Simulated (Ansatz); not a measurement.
Notes on RbIrBr3

```xyz
10
Lattice="3.6874 6.3867 0.0000 -3.6874 6.3867 0.0000 0.0000 0.0000 6.2992" Properties=species:S:1:pos:R:3 pbc="T T T"
Ir    0.0000    0.0000    0.0000
Ir    0.0000    0.0000    3.1496
Rb   -0.0004    4.2580    4.7244
Rb   -0.0004    8.5154    1.5748
Br   -1.9506    5.3840    1.5748
Br   -1.9506    7.3894    4.7244
Br    0.0000    2.0054    1.5748
Br    1.9506    7.3894    4.7244
Br    1.9506    5.3840    1.5748
Br    0.0000   10.7680    4.7244
```

Single point in Ansatz 0.2.0 with PBE, no spin polarisation. Cutoff 420 eV, PAW datasets, 6×6×6 Γ-centred k mesh, fermi-dirac filling (width 0.1 eV).

Question: What happens at the Fermi level?

Answer: It is a metal, with about 7.7 states/eV a cell as the mean within 0.25 eV of the Fermi level, mostly Ir d (55 %) and Br p (37 %).

Question: Describe some of the short contacts.

Answer: Ir–Br at 2.55 Å: least valence density 0.48 e/Å³ and ELF 0.26 there. Rb–Br at 3.69 Å: least valence density 0.04 e/Å³ and ELF 0.03 there. Both are smooth PAW fields, read partly inside the augmentation spheres.

Question: What does the stress say?

Answer: The pressure is 2.5 GPa (compression positive), so with the atoms held at these fractions the cell would first expand. The principal stresses 2.1, 2.1, 3.4 GPa differ, so its shape would change too.

Question: Give the Bader charges.

Answer: Bader charges in e: Rb +0.85, Ir +0.41, Br -0.42. In the mean Rb gives up most and Br takes most.

Origin: a known structure type with other elements, at an estimated volume, so it need not be a known compound. Caveats: many states at the Fermi level without spin polarisation, so a magnetic state may lie lower.
